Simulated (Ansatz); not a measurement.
# Property card for Si$_{2}$SnB$_{3}$

Computed with DFT PBE, scalar-relativistic, plane waves, PAW (Ansatz 0.2.0).

Plane waves to 420 eV, a k mesh through Γ of 12×12×12 on the computed 6-atom cell and Gaussian smearing (0.10 eV); no spin polarisation.

The structure is relaxed at this level of theory with its symmetry kept, and needn't be the ground state of this composition.

```cif
data_structure
_symmetry_space_group_name_H-M 'P6/mmm'
_symmetry_Int_Tables_number 191
_cell_length_a 5.2636
_cell_length_b 5.2636
_cell_length_c 3.1560
_cell_angle_alpha 90.000
_cell_angle_beta 90.000
_cell_angle_gamma 120.000
_cell_volume 75.72
loop_
_atom_site_label
_atom_site_type_symbol
_atom_site_symmetry_multiplicity
_atom_site_Wyckoff_symbol
_atom_site_fract_x
_atom_site_fract_y
_atom_site_fract_z
_atom_site_occupancy
Si1 Si 2 c 0.66667 0.33333 0.00000 1
Sn1 Sn 1 a 0.00000 0.00000 0.00000 1
B1 B 3 g 0.50000 0.00000 0.50000 1
```

```json
{
  "Space group": "P6/mmm (No. 191)",
  "Volume per atom": "12.62 Å³",
  "Formation energy from the elements' standard states (uncorrected)": "+1.028 eV/atom",
  "Kohn–Sham band gap": "none (metal)",
  "Density of states at the Fermi level": "2.3 states/eV per cell",
  "Orbital (Löwdin) character within 0.5 eV of the Fermi level": "B 2p 42 %, Sn 5p 20 %, Si 3p 15 %, B 2s 12 %",
  "Bader charge by site (e)": "Si (2 in the cell) 0.93, Sn (1 in the cell) 0.62, B (3 in the cell) -0.82"
}
```

Another cell of Si2SnB3 relaxed alike, in C222, lies 0.60 eV/atom lower, so this cell isn't the stable form at this level.

The cell was found from a structure generator's guess, not taken from experiment. Löwdin shares on free-atom orbitals overweight diffuse shells.
